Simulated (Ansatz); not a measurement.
LaTiHO₂:
```
LaTiHO2
1.0
    4.00468     0.00000     0.00000
    0.00000     4.00468     0.00000
    0.00000     0.00000     3.66524
La Ti O H
1 1 2 1
Direct
  0.50000   0.50000   0.50000
  0.00000   0.00000   0.00000
  0.50000   0.00000   0.00000
  0.00000   0.50000   0.00000
  0.00000   0.00000   0.50000
```

Relaxed with r²SCAN.

Task: Map the electron localisation function on the plane through (0.000, 0.000, 0.000) spanned by u = [1, 0, 0] and v = [0, 0, 1] in lattice vectors, from r²SCAN (plane waves, PAW; program Ansatz).

Result: x is the fraction of u, y of v (the angle between them is 90°; rows are the nearest grid lines); atoms in the plane: Ti at (0.00, 0.00), O at (0.50, 0.00), H at (0.00, 0.50).
```
|+*#*:.*%#=:=#%*.:*#*+|
|**#*:.+%#+=+#%+.:*#**|
|*##+..+#%###%#+..+##*|
|**+-..=##%%%##=..-+**|
|::.. .:+*###*+:. ..::|
|     ..:=+++=:..     |
|++=-:....:::....:-=++|
|@@@#+:.       .:+#@@@|
|@@@@#-.       .-#@@@@|
|@@@@#=.       .=#@@@@|
|@@@@#-.       .-#@@@@|
|@@@#+:.       .:+#@@@|
|++=-:....:::....:-=++|
|     ..:=+++=:..     |
|::.. .:+*###*+:. ..::|
|**+-..=##%%%##=..-+**|
|*##+..+#%###%#+..+##*|
|**#*:.+%#+=+#%+.:*#**|
|+*#*:.*%#=:=#%*.:*#*+|
```
Scale: ten equal steps from 0.020 (start of ' ') to 0.998 (end of '@'), in the order ' .:-=+*#%@'; x runs from 0.000 to 1.00, y from 0.000 (bottom) to 1.00 (top).

The density is the valence pseudo-density with augmentation charge, so density and ELF within about 1 Å of a nucleus are not all-electron values.

Space group P4/mmm. The start of the workflow was typed in or built on a structure type; neither database checked (COD, Materials Project) lists it. Whether it is the stable phase at ambient conditions was not checked. The cell was relaxed with r²SCAN under the symmetry of its start; its stability against distortions is not shown here. The workflow began spin-polarised and lost its moments. Spin–orbit coupling is left out wherever it is not named.

Potentials: the earlier of the program's two PAW sets. The files were generated under PBE; for other functionals the program regenerates the frozen cores, and for LDA and PBEsol the local potential too.
